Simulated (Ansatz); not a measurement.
**Run on GdNi (Cmcm) — free moments from the typed start**

Theory: DFT, LDA, PAW with Ansatz's default frozen-core files, scalar-relativistic in Ansatz.

Command: `ansatz run input.yaml --threads 2 --pin off --max-ram 6144MiB --backend cpu --events-out ev --progress --plain --runs-dir out`

```yaml
crystal:
  lattice:
    - [1.889, -5.1825, 0.0]
    - [1.889, 5.1825, 0.0]
    - [0.0, 0.0, 4.221]
  atoms:
    - { symbol: Gd, position: [0.86, 0.14, 0.25], spin: 7.0 }
    - { symbol: Gd, position: [0.14, 0.86, 0.75], spin: 7.0 }
    - { symbol: Ni, position: [0.572, 0.428, 0.25], spin: 1.5 }
    - { symbol: Ni, position: [0.428, 0.572, 0.75], spin: 1.5 }
magnetization:
  spin_polarized: true
kpoints:
  mp_grid: { grid: [8, 8, 5] }
scf:
  occupations: { method: fermi_dirac, width: 0.05 }
hamiltonian:
  xc: lda
  pseudopotentials: { kind: paw }
output:
  forces: true
  stress: true
  eigenvalues: true
```

Log:

```
Engine: ansatz 0.2.0
Pseudopotentials: kind: paw
Pseudopotential: Gd, paw, valence charge 18, recommended cutoff 420 eV (normal), Gd.paw.azcp
Pseudopotential: Ni, paw, valence charge 18, recommended cutoff 420 eV (normal), Ni.paw.azcp
Functional definition: SPW92
  exchange = slater_x
  correlation = pw_c
Crystal: 4 atoms, lattice volume = 82.645 Å³
Basis set: ecut = 420 eV, 1637 PW (Γ)
Bands: 54, of which v1, the nominal top of the filled ones, is band 36 counted from 1 (35 counted from 0)
Symmetry: 8 space group operations
Space group: Cmcm (ITA 63), of the structure as read, at distance tolerance 4.4e-5 Å
Magnetic group: BNS 63.457 (UNI 555), of the structure as read, at distance tolerance 4.4e-5 Å
k-points: 63 of 320
Non-local potential: Gd, projectors of the file, l = 0: 3, l = 1: 2, l = 2: 2, l = 3: 3
Non-local potential: Ni, projectors of the file, l = 0: 3, l = 1: 2, l = 2: 3, l = 3: 1
PAW form: soft (Blöchl's): semilocal exchange-correlation on the pseudo side does not see the compensation charge
PAW frozen core: Gd, regenerated for the run's functional, and the local potential with it (the file was generated under x = pbe(κ = 0.804, μ = 0.2195149727645171), c = pbe(β = 0.06672455060314922))
PAW frozen core: Ni, regenerated for the run's functional, and the local potential with it (the file was generated under x = pbe(κ = 0.804, μ = 0.2195149727645171), c = pbe(β = 0.06672455060314922))
PAW one-centre angular grid: Gd, 590 points (default); XC on 64 Gauss nodes
PAW one-centre angular grid: Ni, 590 points (default); XC on 64 Gauss nodes
Initial density: superposition of atomic densities (chi_scale 0.1, normalization cell)
Starting moments: Σ|m| = 17 μB on 4 of 4 sites
Initial wavefunctions: pseudopotential atomic-orbital guess
Functional: x = slater, c = lda
SCF iter   1: F=—  HF=-29799.151105 eV  |F-HF|=—  |Δ(HF+E_count)|=         —  Δρ=9.87e-2 (↑8.98e-2 ↓9.87e-2)  dr2=2.34e0  dr2_m=6.50e0  M=14.539 μB ∫|m|=14.539 μB  β_m=0.30  ethr=3.10e-3  ⟨swp⟩=6.0  Hψ=22946  notcnv=0  defer=10
Mixer restart at iter 1: flushing history
preconditioner: auto → Kerker (q_TF=auto, 2.666 Å⁻¹)  [metal: Δε(μ)=0.012 eV  Ē_g=9.300 eV  σ=0.050 eV  W_gap=0.06  n_scr=26 (ndim 8)  ℏωp=29.5 eV  f_vac=0.000  D(μ)=4.17/eV (n_scr^D=40)]
spin=Collinear: Kerker preconditioning applied to the charge; magnetization (m = ρ↑ − ρ↓) channel mixes plain (no charge-response kernel on spin).
SCF iter   2: F=—  HF=-29799.992371 eV  |F-HF|=—  |Δ(HF+E_count)|=   8.41e-1  Δρ=8.93e-2 (↑5.63e-2 ↓8.93e-2)  dr2=3.05e0  dr2_m=3.89e0  M=14.441 μB ∫|m|=14.441 μB  β_m=0.65  ethr=3.10e-3  ⟨swp⟩=2.0  Hψ=9619  notcnv=0  defer=362
SCF iter   3: F=—  HF=-29803.323042 eV  |F-HF|=—  |Δ(HF+E_count)|=    3.33e0  Δρ=5.82e-2 (↑5.82e-2 ↓4.13e-2)  dr2=3.77e0  dr2_m=8.16e-2  M=14.353 μB ∫|m|=14.356 μB  β_m=0.54  ethr=3.10e-3  ⟨swp⟩=4.3  Hψ=16524  notcnv=0  defer=427
SCF iter   4: F=—  HF=-29801.984588 eV  |F-HF|=—  |Δ(HF+E_count)|=    1.34e0  Δρ=1.64e-2 (↑1.64e-2 ↓8.69e-3)  dr2=8.85e-1  dr2_m=2.52e-2  M=14.371 μB ∫|m|=14.410 μB  β_m=0.58  ethr=3.10e-3  ⟨swp⟩=3.0  Hψ=14714  notcnv=0  defer=360
SCF iter   5: F=—  HF=-29801.876772 eV  |F-HF|=—  |Δ(HF+E_count)|=   1.08e-1  Δρ=6.00e-3 (↑6.00e-3 ↓3.20e-3)  dr2=5.39e-2  dr2_m=4.12e-3  M=14.395 μB ∫|m|=14.438 μB  β_m=0.59  ethr=1.23e-3  ⟨swp⟩=2.1  Hψ=9249  notcnv=0  defer=345
SCF iter   6: F=—  HF=-29801.875752 eV  |F-HF|=—  |Δ(HF+E_count)|=   1.02e-3  Δρ=7.76e-3 (↑7.76e-3 ↓5.59e-3)  dr2=8.93e-2  dr2_m=1.07e-3  M=14.404 μB ∫|m|=14.468 μB  β_m=0.59  ethr=7.48e-5  ⟨swp⟩=2.6  Hψ=12900  notcnv=0  defer=342
SCF iter   7: F=—  HF=-29801.889353 eV  |F-HF|=—  |Δ(HF+E_count)|=   1.36e-2  Δρ=3.66e-3 (↑1.91e-3 ↓3.66e-3)  dr2=1.80e-2  dr2_m=7.54e-4  M=14.396 μB ∫|m|=14.471 μB  β_m=0.79  ethr=7.48e-5  ⟨swp⟩=2.0  Hψ=10114  notcnv=0  defer=342
SCF iter   8: F=—  HF=-29801.896440 eV  |F-HF|=—  |Δ(HF+E_count)|=   7.09e-3  Δρ=7.48e-4 (↑7.48e-4 ↓6.59e-4)  dr2=1.22e-3  dr2_m=2.17e-5  M=14.391 μB ∫|m|=14.453 μB  β_m=0.90  ethr=2.50e-5  ⟨swp⟩=2.0  Hψ=11211  notcnv=0  defer=337
SCF iter   9: F=—  HF=-29801.896355 eV  |F-HF|=—  |Δ(HF+E_count)|=   8.50e-5  Δρ=2.02e-4 (↑1.22e-4 ↓2.02e-4)  dr2=5.51e-5  dr2_m=6.91e-6  M=14.388 μB ∫|m|=14.448 μB  β_m=0.95  ethr=1.70e-6  ⟨swp⟩=2.4  Hψ=11525  notcnv=0  defer=325
SCF iter  10: F=—  HF=-29801.896372 eV  |F-HF|=—  |Δ(HF+E_count)|=   1.75e-5  Δρ=3.60e-5 (↑3.60e-5 ↓2.49e-5)  dr2=4.65e-6  dr2_m=8.98e-8  M=14.387 μB ∫|m|=14.446 μB  β_m=0.97  ethr=7.65e-8  ⟨swp⟩=2.0  Hψ=10076  notcnv=0  defer=325
SCF iter  11: F=—  HF=-29801.896372 eV  |F-HF|=—  |Δ(HF+E_count)|=   2.41e-7  Δρ=1.42e-5 (↑1.42e-5 ↓1.17e-5)  dr2=8.65e-7  dr2_m=5.49e-9  M=14.387 μB ∫|m|=14.446 μB  β_m=0.99  ethr=6.46e-9  ⟨swp⟩=1.7  Hψ=9240  notcnv=0  defer=325
SCF iter  12: F=—  HF=-29801.896372 eV  |F-HF|=—  |Δ(HF+E_count)|=   6.29e-8  Δρ=2.19e-5 (↑2.12e-5 ↓2.19e-5)  dr2=1.13e-6  dr2_m=2.44e-9  M=14.387 μB ∫|m|=14.447 μB  β_m=0.77  ethr=1.20e-9  ⟨swp⟩=2.0  Hψ=10890  notcnv=0  defer=325
SCF iter  13: F=—  HF=-29801.896372 eV  |F-HF|=—  |Δ(HF+E_count)|=   1.86e-7  Δρ=2.45e-6 (↑2.45e-6 ↓1.53e-6)  dr2=1.30e-8  dr2_m=3.62e-10  M=14.388 μB ∫|m|=14.447 μB  β_m=0.84  ethr=1.20e-9  ⟨swp⟩=2.0  Hψ=8216  notcnv=0  defer=325
SCF iter  14: F=-29801.896372 eV  HF=-29801.896372 eV  |F-HF|=5.71e-10  |Δ(HF+E_count)|=  2.62e-10  Δρ=8.28e-7 (↑7.22e-7 ↓8.28e-7)  dr2=1.19e-9  dr2_m=2.36e-10  M=14.388 μB ∫|m|=14.447 μB  ethr=1.81e-11  ⟨swp⟩=10.4  Hψ=25992  notcnv=0
SCF 1 converged in 14 iterations: F = -29801.896372 eV  dr2 = 1.19e-9
  greatest PAW one-centre occupation: 1.002 electrons in one spin orbital (limit 2), on the Ni atom at site 3 (counted from 0), in its partial waves of l = 1
SCF converged after 14 iterations
Magnetization: 14.3875 μB (43.1938 up, 28.8062 down)
Absolute magnetization: 14.4503 μB (∫|ρ↑−ρ↓|, with the PAW one-centre terms)
Spin contamination: 0.0557 ħ² per cell (⟨S²⟩ above its minimum at these occupations)
Per-site moments (μB) at R_I (Å): [(6.963785794358252, 1.1953108285825964), (6.96378579435825, 1.1953108285825964), (-0.001312646753676529, 1.0662902075010174), (-0.0013126467536750573, 1.0662902075010174)]
Free energy (F): -29801.896372 eV
Harris-Foulkes:  -29801.896372 eV  (|F-HF|=5.71e-10)
Internal energy: -29801.866403 eV  (E = F + TS)
E sigma→0 (E₀):  -29801.881387 eV
Entropy (-TS):   -0.029969 eV (-7.492 meV/atom)
Fermi energy:    14.230624 eV
--- Per-component energies (eV) ---
  E_band       = -673.069608
  E_kinetic    = 1376.323266
  E_local      = -12547.310232  (includes V_loc(G=0)·N_el)
  E_nonlocal   = 1877.009354
  E_hartree    = 5313.137864
  E_xc         = -630.311855
  E_vxc        = -721.997998  (∫ρ·V_xc dr)
  E_paw        = -15625.887310  (= ΣΔE_a)
  E_vpaw       = -1283.373561  (= ΣTr[D̂ρ^β])
  E_aug_tail   = 0.000859  (compensation charges beyond the density's cutoff)
  E_ewald      = -9568.254655
  E_core_change = 3.426307  (= ΣΔE_core)
  E_smearing   = -0.029969  (= −TS)
  E_closure    = 0.000000  (closes the sum)
  Σ components = -29801.896372   (vs F -29801.896372, Δ=0.00e0)
--- Forces (eV/Å), atoms counted from 1 ---
  atom   1  Gd     0.00000000    -0.31941460     0.00000000
  atom   2  Gd     0.00000000     0.31941460     0.00000000
  atom   3  Ni     0.00000000     0.14849483     0.00000000
  atom   4  Ni     0.00000000    -0.14849483     0.00000000
  max |Σ_I F_I| component: 5.55e-17 eV/Å
--- Stress (GPa, compression-positive) ---
       -7.404506       0.000000       0.000000
        0.000000      -7.791018       0.000000
        0.000000       0.000000      -8.133692
  P = ⅓ Tr σ = -7.7764 GPa (-77.764 kbar)
--- Band table (eV; the first three rows and the last of 126) ---
  k-point 0 ↑: bands = ["-87.8510", "-87.8440", "-48.7092", "-48.6967", "-48.6751", "-48.6742", "-48.6669", "-48.6591", "-30.4662", "-30.4044", "-8.1941", "-8.0255", "-7.8329", "-7.7354", "-7.7244", "-7.7061", "7.9216", "9.9612", "9.9661", "9.9762", "9.9867", "10.0012", "10.0128", "10.0201", "10.0295", "10.0499", "10.0513", "10.0620", "10.0684", "10.0707", "10.0822", "10.9658", "11.3913", "11.6697 …
  k-point 1 ↑: bands = ["-87.8503", "-87.8447", "-48.7090", "-48.6988", "-48.6735", "-48.6727", "-48.6676", "-48.6598", "-30.4594", "-30.4094", "-8.1471", "-8.0321", "-7.8226", "-7.7884", "-7.7499", "-7.7437", "8.3862", "9.9604", "9.9647", "9.9803", "9.9884", "10.0048", "10.0067", "10.0269", "10.0338", "10.0455", "10.0613", "10.0643", "10.0663", "10.0779", "10.0800", "11.0528", "11.3055", "11.8355 …
  k-point 2 ↑: bands = ["-87.8486", "-87.8464", "-48.7072", "-48.7033", "-48.6717", "-48.6694", "-48.6674", "-48.6625", "-30.4423", "-30.4232", "-8.0296", "-8.0174", "-7.9128", "-7.8650", "-7.7965", "-7.7664", "9.5583", "9.9390", "9.9939", "9.9958", "9.9987", "9.9996", "10.0292", "10.0308", "10.0420", "10.0442", "10.0510", "10.0537", "10.0635", "10.0986", "10.1023", "10.9122", "11.3511", "11.7841" …
  k-point 62 ↓: bands = ["-87.8648", "-87.8626", "-48.7269", "-48.7218", "-48.6860", "-48.6823", "-48.6792", "-48.6769", "-27.5052", "-27.4994", "-6.1141", "-6.0895", "-5.6024", "-5.5347", "-5.4910", "-5.4726", "10.7662", "11.6090", "11.6620", "11.9780", "12.1593", "12.1832", "12.2376", "12.2916", "12.4810", "12.7664", "12.8344", "13.0214", "13.7456", "14.2004", "14.8577", "14.9125", "14.9216", "1 …
```

Site moments (μB): Gd1 6.96, Gd2 6.96, Ni3 0.00, Ni4 0.00. Cell moment 14.39 μB.

The magnetic group in the log treats spin as a scalar label, without spin–orbit coupling.

The PAW files were made with PBE; the program remakes their cores once for the run's functional and then keeps them frozen. Without U a semilocal functional puts the f levels too near the Fermi level, which can change moments and the order of magnetic states; site and cell moments are spin moments. Spin–orbit coupling is left out although heavy atoms are present. With open f shells a run can end in a state that isn't the lowest. None of this fixes the real material's magnetic order: only patterns that fit the cell were computed, without spin fluctuations and on one mesh and smearing, with a functional that can overstate moments.

It took 21 s on 2 threads of AMD EPYC 7R43 64-Core Processor (Zen 3) (shared host), peak memory 0.77 GiB.
